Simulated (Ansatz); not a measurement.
Relaxed candidate structures of Ga:

**A**
```xyz
2
Lattice="0.0000 2.5461 5.1571 1.3783 0.0000 5.1571 1.3783 2.5461 0.0000" Properties=species:S:1:pos:R:3 pbc="T T T"
Ga     1.3783     2.5461     8.9832
Ga     1.3783     2.5461     1.3310
```

**B**
```cif
data_Ga4
_chemical_formula_sum 'Ga4'
_space_group_name_H-M_alt 'P 1'
_space_group_IT_number 1
_cell_length_a 5.11404
_cell_length_b 5.11404
_cell_length_c 5.11404
_cell_angle_alpha 101.316
_cell_angle_beta 101.316
_cell_angle_gamma 127.413
loop_
_space_group_symop_operation_xyz
  'x, y, z'
loop_
_atom_site_label
_atom_site_type_symbol
_atom_site_fract_x
_atom_site_fract_y
_atom_site_fract_z
_atom_site_occupancy
Ga1 Ga 0.19870 0.19870 0.39739 1
Ga2 Ga 0.80130 0.19870 0.00000 1
Ga3 Ga 0.19870 0.80130 0.00000 1
Ga4 Ga 0.80130 0.80130 0.60261 1
```

**C**
```
Ga
1.0
    4.09024     0.00000     0.00000
   -2.04512     3.54225     0.00000
    0.00000     0.00000     2.75244
Ga
2
Cartesian
  2.04512   1.18075   2.06433
  0.00000   2.36150   0.68811
```

**D**
```
CELL_PARAMETERS angstrom
     -1.81239     1.81239     1.38059
      1.81239    -1.81239     1.38059
      1.81239     1.81239    -1.38059
ATOMIC_POSITIONS crystal
  Ga 0.00000 0.00000 0.00000
```

Task: Order them by energy per atom (lowest first) at the level r2SCAN (plane waves to 500 eV, PAW, scalar-relativistic; Ansatz, a first-principles code).

Result: C (reference), A (+0.03 eV/atom), D (+0.07 eV/atom), B (+0.21 eV/atom)

The lowest structure calculated, Cmce, oS8, AFLOW prototype A_oC8_64_f (A11, as in Ga), is not among these; it lies 0.08 eV/atom below the lowest of them. 3 runs with a doubtful electronic state, a coarser numerical grid, an end not at rest or a source that can't be used are left out. Each run could gain symmetry but not lose that of its start, so entries can be saddle points. All of these are generated cells (placed on structure types, drawn at random, substituted or restacked) that were not matched to a known phase here. The real structure of this composition may not be among these. Static energies at zero pressure. No spin polarisation in the result.
